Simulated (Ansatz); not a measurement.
TiO2:
```xyz
12
Lattice="4.5461 0.0000 0.0000 0.0000 5.5139 0.0000 0.0000 0.0000 4.8946" Properties=species:S:1:pos:R:3 pbc="T T T"
Ti     2.2730     3.7264     3.6710
Ti     2.2730     1.7875     1.2237
Ti     0.0000     4.5444     1.2237
Ti     0.0000     0.9695     3.6710
O      3.3135     3.4085     0.3957
O      1.2326     2.1054     4.4989
O      3.5056     4.8624     2.8430
O      1.0405     0.6515     2.0516
O      1.0405     4.8624     4.4989
O      3.5056     0.6515     0.3957
O      1.2326     3.4085     2.0516
O      3.3135     2.1054     2.8430
```

Relaxed with r²SCAN.

Map the electron localisation function on the plane through (0.500, 0.676, 0.750) spanned by u = [1, 0, 1] and v = [1, 1, -1] in lattice vectors, from plane-wave PAW r²SCAN (Ansatz code).

x is the fraction of u, y of v (the angle between them is 93°; rows are the nearest grid lines); atoms in the plane: Ti at (0.00, 0.00), O at (0.28, 0.95), O at (0.53, 0.70).
```
y \ x   0.000  0.0909  0.182  0.273  0.364  0.455  0.545  0.636  0.727  0.818  0.909   1.00
------  -----  ------  -----  -----  -----  -----  -----  -----  -----  -----  -----  -----
1.00    0.530   0.715  0.630  0.769  0.761  0.200  0.200  0.761  0.769  0.630  0.715  0.530
0.925   0.722   0.130  0.805  0.419  0.814  0.189  0.061  0.657  0.753  0.317  0.253  0.722
0.850   0.617   0.148  0.365  0.698  0.436  0.043  0.092  0.028  0.035  0.069  0.573  0.617
0.775   0.781   0.554  0.214  0.549  0.061  0.752  0.829  0.719  0.054  0.489  0.826  0.781
0.700   0.810   0.171  0.710  0.773  0.175  0.803  0.307  0.795  0.048  0.178  0.807  0.810
0.625   0.124   0.049  0.136  0.179  0.071  0.770  0.817  0.453  0.036  0.036  0.091  0.124
0.550   0.027   0.665  0.821  0.764  0.134  0.054  0.111  0.055  0.547  0.772  0.493  0.027
0.450   0.050   0.711  0.811  0.791  0.168  0.018  0.013  0.459  0.801  0.415  0.789  0.050
0.375   0.044   0.089  0.165  0.070  0.069  0.370  0.111  0.094  0.766  0.795  0.392  0.044
0.300   0.739   0.753  0.184  0.055  0.768  0.819  0.765  0.055  0.053  0.066  0.127  0.739
0.225   0.699   0.584  0.684  0.106  0.812  0.714  0.798  0.113  0.011  0.022  0.666  0.699
0.150   0.808   0.818  0.445  0.035  0.432  0.306  0.103  0.041  0.130  0.041  0.428  0.808
0.0750  0.594   0.200  0.064  0.346  0.080  0.557  0.567  0.330  0.797  0.557  0.148  0.594
0.000   0.530   0.715  0.630  0.769  0.761  0.200  0.200  0.761  0.769  0.630  0.715  0.530
```

The density is the valence pseudo-density with augmentation charge, so density and ELF within about 1 Å of a nucleus are not all-electron values.

Space group Pbcn. This is a known high-pressure phase of the composition, computed here at zero pressure and temperature. Symmetry was held in the r²SCAN relaxation; of distortions, only those at the zone centre were tested. The run is not spin-polarised.

Potentials: the earlier of the program's two PAW sets.
